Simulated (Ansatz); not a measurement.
B (space group R-3m)

```xyz
12
Lattice="2.4205 1.3975 4.1314 -2.4205 1.3975 4.1314 0.0000 -2.7949 4.1314" Properties=species:S:1:pos:R:3 pbc="T T T"
B     -1.5584     0.8998     2.7897
B      1.5584    -0.8998     9.6045
B      0.0000    -1.7995     2.7897
B      0.0000     1.7995     9.6045
B      1.5584     0.8998     2.7897
B     -1.5584    -0.8998     9.6045
B     -0.9888     0.5709     4.4327
B      0.9888    -0.5709     7.9614
B      0.0000    -1.1418     4.4327
B      0.0000     1.1418     7.9614
B      0.9888     0.5709     4.4327
B     -0.9888    -0.5709     7.9614
```

Method: LDA (plane waves to 420 eV, PAW, scalar-relativistic; Ansatz, a program for electronic structure). DFPT wavenumbers on a 8×8×8 k mesh, in cm⁻¹; i marks imaginary ones, q is in fractions of the reciprocal vectors of the cell shown, and the three acoustic modes at Γ are left out. B was relaxed with its symmetry unable to fall.

Q: Does any mode at Γ come out imaginary?

A: No imaginary mode at these points (lowest 500 cm⁻¹ at Γ); other wave vectors were not tested.

Q: List the wavenumbers at Γ, with degeneracies.

A: 
| q | wavenumbers (cm⁻¹) |
|---|---|
| Γ | 500, 502, 522 (×2), 578 (×2), 613 (×2), 616 (×2), 714, 722 (×2), 737 (×2), 742, 795 (×2), 811, 818 (×2), 819, 822, 827 (×2), 837, 898 (×2), 954, 957, 1142 (×2), 1197 |
